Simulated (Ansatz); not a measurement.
Ag:
```yaml
crystal:
  lattice:
    - [2.89275, 0.00000, 0.00000]
    - [-1.44637, 2.50519, 0.00000]
    - [0.00000, 0.00000, 9.41491]
  atoms:
    - { symbol: Ag, position: [0.00000, 0.00000, 0.00000] }
    - { symbol: Ag, position: [0.00000, 0.00000, 0.50000] }
    - { symbol: Ag, position: [0.33333, 0.66667, 0.25000] }
    - { symbol: Ag, position: [0.66667, 0.33333, 0.75000] }
```

Relaxed with r²SCAN+D4. Special points in fractions of this cell's reciprocal vectors: Γ (0.000, 0.000, 0.000); M (0.500, 0.000, 0.000); K (0.333, 0.333, 0.000); A (0.000, 0.000, 0.500); L (0.500, 0.000, 0.500); H (0.333, 0.333, 0.500).

**Question.** List the band energies nearest the Fermi level at these points for the program Ansatz at the r²SCAN+D4 level (PAW).

**Answer.** In eV from the Fermi level; about four levels below and three above (degenerate sets whole), none deeper than 8.9 eV; points with the same levels are listed once.

```json
[
 {"k": "Γ", "below": "-3.71 -3.71 -3.30 -3.30 -0.24", "above": "3.80 11.65 11.67"},
 {"k": "M", "below": "-3.11 -3.11 -3.08 -0.09", "above": "0.89 1.10 1.68"},
 {"k": "K", "below": "-3.52 -3.44 -3.44 -3.35", "above": "3.30 3.31 3.31"},
 {"k": "A", "below": "-3.47 -3.47 -3.47 -3.47 -2.45 -2.45", "above": "6.83 6.83 15.87 15.87"},
 {"k": "L", "below": "-3.24 -3.24 -3.12 -3.12", "above": "0.33 0.33 1.52 1.52"},
 {"k": "H", "below": "-3.43 -3.43 -3.30 -3.30", "above": "3.65 3.65 3.67 3.67"}
]
```

Space group P6_3/mmc (dhcp (α-La type)). The workflow started from a Materials Project entry (that database holds measured and hypothetical structures alike); the Crystallography Open Database files this formula in space group No. 194, but the cells were not matched. It is not the phase usual at ambient conditions (space group No. 225). The cell was relaxed with r²SCAN+D4 under the symmetry of its start; its stability against distortions is not shown here. No spin polarisation was allowed. The pairwise dispersion correction was not fitted to metals. Scalar-relativistic: spin–orbit coupling is off unless named, which matters more the heavier the elements.

Potentials: the later of the program's two PAW sets.
